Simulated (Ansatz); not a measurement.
ZnAu:
```yaml
crystal:
  lattice:
    - [3.14880, 0.00000, 0.00000]
    - [0.00000, 3.14880, 0.00000]
    - [0.00000, 0.00000, 3.14880]
  atoms:
    - { symbol: Au, position: [0.00000, 0.00000, 0.00000] }
    - { symbol: Zn, position: [0.50000, 0.50000, 0.50000] }
```

Relaxed with r²SCAN. Special points in fractions of this cell's reciprocal vectors: Γ (0.000, 0.000, 0.000); X (0.000, 0.500, 0.000); M (0.500, 0.500, 0.000); R (0.500, 0.500, 0.500).

**Question.** List the band energies nearest the Fermi level at these points for plane-wave PAW r²SCAN with spin–orbit coupling (Ansatz code).

**Answer.** In eV from the Fermi level; about four levels below and three above (degenerate sets whole), none deeper than 8.9 eV; points with the same levels are listed once.

```tsv
k	below	above
Γ	-4.18 -4.18 -4.18 -4.18 -3.43 -3.43	4.29 4.29 5.51 5.51 5.51 5.51
X	-3.99 -3.99 -2.50 -2.50	10.35 10.35 10.67 10.67
M	-2.51 -2.51 -1.85 -1.85	0.76 0.76 2.72 2.72
R	-3.36 -3.36 -3.36 -3.36	1.69 1.69 2.56 2.56
```

Space group Pm-3m (CsCl type). The r²SCAN relaxation kept the symmetry of its start; of distortions, only those at the zone centre were tested.

Potentials: the later of the program's two PAW sets.
